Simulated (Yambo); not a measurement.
Yambo run on Sr₂CuBrO₂ (space group R-3m, No. 166). The wavefunctions come from this Quantum ESPRESSO step (LDA, PseudoDojo standard norm-conserving files, scalar-relativistic):

```
&CONTROL
  calculation = 'nscf'
  pseudo_dir = './pseudo'
  outdir = './out'
/
&SYSTEM
  ibrav = 0
  nat = 6
  ntyp = 4
  ecutwfc = 92.0
  ecutrho = 368.0
  occupations = 'fixed'
  force_symmorphic = .true.
  nbnd = 151
/
&ELECTRONS
  conv_thr = 6.000000000000001e-09
  diago_full_acc = .true.
  diago_thr_init = 1e-08
/
ATOMIC_SPECIES
O 15.9990 O.upf
Cu 63.5460 Cu.upf
Br 79.9040 Br.upf
Sr 87.6200 Sr.upf
CELL_PARAMETERS angstrom
  2.023785120000   1.168432884000   9.443370000000
 -2.023785120000   1.168432884000   9.443370000000
  0.000000000000  -2.336865768000   9.443370000000
ATOMIC_POSITIONS crystal
O   0.436522000000   0.436522000000   0.436522000000
O   0.563478000000   0.563478000000   0.563478000000
Cu   0.500000000000   0.500000000000   0.500000000000
Br   0.000000000000   0.000000000000   0.000000000000
Sr   0.252839000000   0.252839000000   0.252839000000
Sr   0.747161000000   0.747161000000   0.747161000000
K_POINTS automatic
4 4 4 0 0 0
```

Yambo input:

```
rim_cut
gw0
dyson
el_el_corr
HF_and_locXC
ppa
em1d
RandQpts= 1000000
RandGvec= 1 Ry
EXXRLvcs= 92 Ry
VXCRLvcs= 368 Ry
Chimod= "HARTREE"
% BndsRnXp
 5 | 149 |
%
NGsBlkXp= 6 Ry
% LongDrXp
 1.0 | 1.0 | 1.0 |
%
PPAPntXp= 27.2114 eV
% GbndRnge
 1 | 149 |
%
GTermKind= "BG"
DysSolver= "n"
ExtendOut
% QPkrange
 1 | 1 | 29 | 30 |
 3 | 3 | 29 | 30 |
 7 | 7 | 29 | 30 |
 13 | 13 | 29 | 30 |
%
```

k points by index: 1 = Γ, 3 = L, 7 = F, 13 = Z.

The o-*.qp file then holds:

```
#    K-point    Band    Eo [eV]    E [eV]    E-Eo [eV]    Vxc [eV]    Vnlxc [eV]    Sc|Eo [eV]    Sc|E [eV]    dSc/dw|Eo [eV]    Re(Z)    Im(Z)
#
    1    29    -0.273914    -1.273897    -0.999983    -27.66182    -35.54403    6.534747    6.882228    -9.453784    0.742156    -0.001498
    1    30    2.198744    3.044817    0.846073    -15.89566    -12.22284    -2.636010    -2.826747    -6.133843    0.816048    -0.001239
    3    29    0.000000    -0.960524    -0.960524    -27.26597    -34.86625    6.311677    6.639755    -9.292374    0.745437    -0.001628
    3    30    2.516881    3.292460    0.775579    -9.960101    -6.058443    -2.969767    -3.126079    -5.483599    0.832278    -0.001168
    7    29    -0.001351    -0.962303    -0.960953    -27.27549    -34.87701    6.312282    6.640574    -9.294287    0.745398    -0.001629
    7    30    2.605990    3.364515    0.758524    -10.01670    -6.155107    -2.948792    -3.103068    -5.533838    0.831002    -0.001179
    13    29    -0.224265    -1.221154    -0.996888    -27.43548    -35.21527    6.439246    6.782902    -9.378662    0.743679    -0.001577
    13    30    2.968202    3.833724    0.865522    -9.026734    -4.455930    -3.547932    -3.705282    -4.946329    0.846184    -0.001085
```
(The two width columns are left out.) Convergence of these settings isn't established.

Spin-orbit coupling is not included.

Geometry of the Materials Project entry, not relaxed at this level.
